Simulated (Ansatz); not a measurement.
Relaxation of a relaxed MgAu cell displaced along its unstable phonon at q = Γ (94i cm⁻¹), largest move 0.15 Å; 4 atoms in the cell, which starts as Pmm2 (No. 25), oP4; a = 3.1997 Å, b = 7.3610 Å, c = 3.3216 Å, α = 90.00°, β = 90.00°, γ = 90.00°. These are PBEsol (plane waves to 420 eV, PAW, scalar-relativistic; Ansatz, a program for electronic structure) values and carry that method's errors. Γ-centred k-mesh 10×10×5 on the run's cell (coarser than for final values), Fermi–Dirac smearing 0.05 eV. This is the first round of the run. 

The optimiser's lines from the output (shortened; P is positive under compression):

```
relax step   1: F+E_penalty+E_count = -29839.82918814 eV  Δ(F+E_penalty+E_count) = +0.000e0 eV  max|allowed force component| = 1.119e-1 eV/Å  Δτ_max = 0.0000 Å  P = -0.050 GPa  Ω = 78.236 Å³  (7 SCF iters, dr2 threshold 1.00e-7 eV, accepted)
relax step   2: F+E_penalty+E_count = -29839.85143436 eV  Δ(F+E_penalty+E_count) = -2.225e-2 eV  max|allowed force component| = 2.064e-1 eV/Å  Δτ_max = 0.0926 Å  P = -0.142 GPa  Ω = 77.959 Å³  (6 SCF iters, dr2 threshold 4.00e-7 eV, accepted)
relax step   3: F+E_penalty+E_count = -29839.93837286 eV  Δ(F+E_penalty+E_count) = -8.694e-2 eV  max|allowed force component| = 3.948e-1 eV/Å  Δτ_max = 0.2000 Å  P = -0.398 GPa  Ω = 76.893 Å³  (7 SCF iters, dr2 threshold 4.00e-7 eV, accepted)
relax step   4: F+E_penalty+E_count = -29840.07687149 eV  Δ(F+E_penalty+E_count) = -1.385e-1 eV  max|allowed force component| = 5.223e-1 eV/Å  Δτ_max = 0.1948 Å  P = -1.116 GPa  Ω = 75.756 Å³  (7 SCF iters, dr2 threshold 4.00e-7 eV, accepted)
relax step   5: F+E_penalty+E_count = -29840.26885679 eV  Δ(F+E_penalty+E_count) = -1.920e-1 eV  max|allowed force component| = 6.113e-1 eV/Å  Δτ_max = 0.1933 Å  P = -1.558 GPa  Ω = 73.951 Å³  (7 SCF iters, dr2 threshold 4.00e-7 eV, accepted)
relax step   6: F+E_penalty+E_count = -29840.49305937 eV  Δ(F+E_penalty+E_count) = -2.242e-1 eV  max|allowed force component| = 5.729e-1 eV/Å  Δτ_max = 0.1912 Å  P = -1.319 GPa  Ω = 71.671 Å³  (7 SCF iters, dr2 threshold 4.00e-7 eV, accepted)
relax step   7: F+E_penalty+E_count = -29840.68360581 eV  Δ(F+E_penalty+E_count) = -1.905e-1 eV  max|allowed force component| = 2.278e-1 eV/Å  Δτ_max = 0.1950 Å  P = -0.029 GPa  Ω = 69.295 Å³  (7 SCF iters, dr2 threshold 4.00e-7 eV, accepted)
relax step   8: F+E_penalty+E_count = -29840.70821169 eV  Δ(F+E_penalty+E_count) = -2.461e-2 eV  max|allowed force component| = 1.259e-1 eV/Å  Δτ_max = 0.0288 Å  P = -0.301 GPa  Ω = 69.367 Å³  (6 SCF iters, dr2 threshold 4.00e-7 eV, accepted)
relax step   9: F+E_penalty+E_count = -29840.71384162 eV  Δ(F+E_penalty+E_count) = -5.630e-3 eV  max|allowed force component| = 8.122e-3 eV/Å  Δτ_max = 0.0310 Å  P = +0.211 GPa  Ω = 68.959 Å³  (6 SCF iters, dr2 threshold 4.00e-7 eV, accepted)
relax step  10: F+E_penalty+E_count = -29840.71407109 eV  Δ(F+E_penalty+E_count) = -2.295e-4 eV  max|allowed force component| = 6.484e-4 eV/Å  Δτ_max = 0.0021 Å  P = +0.004 GPa  Ω = 69.111 Å³  (5 SCF iters, dr2 threshold 3.03e-7 eV, accepted)
relax step  11: F+E_penalty+E_count = -29840.71408214 eV  Δ(F+E_penalty+E_count) = -1.104e-5 eV  max|allowed force component| = 4.608e-5 eV/Å  Δτ_max = 0.0001 Å  P = +0.000 GPa  Ω = 69.113 Å³  (4 SCF iters, dr2 threshold 3.83e-9 eV, accepted)
relax step  12: F+E_penalty+E_count = -29840.71283807 eV  Δ(F+E_penalty+E_count) = +1.244e-3 eV  max|allowed force component| = 5.009e-5 eV/Å  Δτ_max = 0.0000 Å  P = -0.002 GPa  Ω = 69.113 Å³  stress off target by 1.73e-2 GPa  SCF on the basis re-selected at this cell (its energy is not comparable with the rows above)  (7 SCF iters)
```

From the first to the last row the energy changes by -0.22 eV/atom and the volume by -11.7 %. The last row is marked as not comparable with the walk above it, whose basis was carried along; it does compare with step 1, since both stand on a basis selected at the nominal cutoff for their own cell.

Later rounds, restarted from the end of this one on a renewed k-mesh, logged 4 more steps and released under 0.01 eV/atom more. The final structure after all rounds: Pm-3m (No. 221), cP2, CsCl type; a = b = c = 3.2584 Å, α = β = γ = 90.00°. Between re-selections the logged energies stand on a plane-wave basis carried along with the cell. No spin polarisation in the result.

The run could not lose the symmetry of its start.

Of the parent cell (Pmmm (No. 47)): it is a generated cell of MgAu: the first start was made by placing the elements on the sites of a structure type, and the end was not matched to a known phase here, so it may be hypothetical.
